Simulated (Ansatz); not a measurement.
Ni₃Ge (Cu3Au type, Pm-3m), PBEsol (plane waves, PAW; program Ansatz), all energies at zero smearing, with the estimated change up to a 700 eV cutoff added, with one set of potentials and settings (totals compare only within such a set). Cell of 4 atoms (3 Ni, 1 Ge): -21669.797 eV.

| element | reference phase | E (eV/atom) |
|---|---|---|
| Ni | Fm-3m, 1 atoms in the cell, spin-polarised | -5804.9762 |
| Ge | Fd-3m, 2 atoms in the cell | -4253.4978 |

Formation energy per atom, worked out: (-21669.797 − 3×(-5804.9762) − 1×(-4253.4978))/4 = -0.343 eV/atom (-33 kJ per mol of atoms), at 0 K, without zero-point energy or fitted corrections.

The first step of the workflow began from a Materials Project structure, measured or hypothetical; the Crystallography Open Database copy checked does not list it. Its standing as an ambient phase is unchecked. Symmetry was held in the PBEsol relaxation; of distortions, only those at the zone centre were tested. The run is not spin-polarised. The references are the lowest solids computed at this level, not always the standard phases.

Potentials: the later of the program's two PAW sets.
